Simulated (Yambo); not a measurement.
KScS2O8 (space group C2/m, No. 12), G0W0@LDA in Yambo; all else as in the reference (2×2×1 Γ-centred k mesh, bands 2 to 277 and a 7 Ry block in the screening, 277 bands in G with the Bruneval-Gonze terminator, plasmon pole fitted at 27.2 eV). One parameter is varied: the cutoff of the wavefunctions in Yambo, over 10, 20, 30, 50, 84 Ry.

### Question
From which value on does the gap (-0.5, -0.5, 0) → (-0.5, -0.5, 0) stay within 0.05 eV of the largest setting?

### Answer
From 30 Ry on.
```json
[
 {"cutoff of the wavefunctions in Yambo (Ry)": "10", "G0W0 gap (eV)": "7.53", "valence shift (eV)": "-1.05"},
 {"cutoff of the wavefunctions in Yambo (Ry)": "20", "G0W0 gap (eV)": "7.93", "valence shift (eV)": "-1.29"},
 {"cutoff of the wavefunctions in Yambo (Ry)": "30", "G0W0 gap (eV)": "7.98", "valence shift (eV)": "-1.35"},
 {"cutoff of the wavefunctions in Yambo (Ry)": "50", "G0W0 gap (eV)": "8.00", "valence shift (eV)": "-1.37"},
 {"cutoff of the wavefunctions in Yambo (Ry)": "84", "G0W0 gap (eV)": "8.00", "valence shift (eV)": "-1.37"}
]
```
The last step of the sweep still moves the gap by 3 meV; the other settings are held fixed.

Geometry of the Materials Project entry, not relaxed at this level; primitive cell a = b = 5.044 Å, c = 8.183 Å, α = β = 93.94°, γ = 64.31°.

The structure is a Materials Project entry; no match was found in the copy of COD used, and its stability was not checked.

A shift is the quasiparticle energy of the state minus its LDA energy.
